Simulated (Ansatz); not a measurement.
Given:

AlN:
```
CELL_PARAMETERS angstrom
      0.00000     2.01823     2.01823
      2.01823     0.00000     2.01823
      2.01823     2.01823     0.00000
ATOMIC_POSITIONS crystal
  Al 0.00000 0.00000 0.00000
  N  0.50000 0.50000 0.50000
```

This is the r²SCAN-relaxed structure.

**Question.** All from plane-wave PAW r²SCAN (Ansatz code), unless another level is named. Give the smallest direct gap on the standard path.

**Answer.** 6.54 eV.

**Question.** And the formation energy from the elements (no fitted shifts)?

**Answer.** -1.46 eV/atom.

**Question.** Predict the conduction-band minimum.

**Answer.** at X (3 equivalent valleys).

Space group Fm-3m (rock salt). This is a known high-pressure phase of the composition, computed here at zero pressure and temperature. The r²SCAN relaxation kept the symmetry of its start; its stability against distortions is not shown here. The volume moved by -17 % from the start of the relaxation. The references are the lowest solids computed at this level, not always the standard phases (solids in place of the gases).

Potentials: the earlier of the program's two PAW sets.
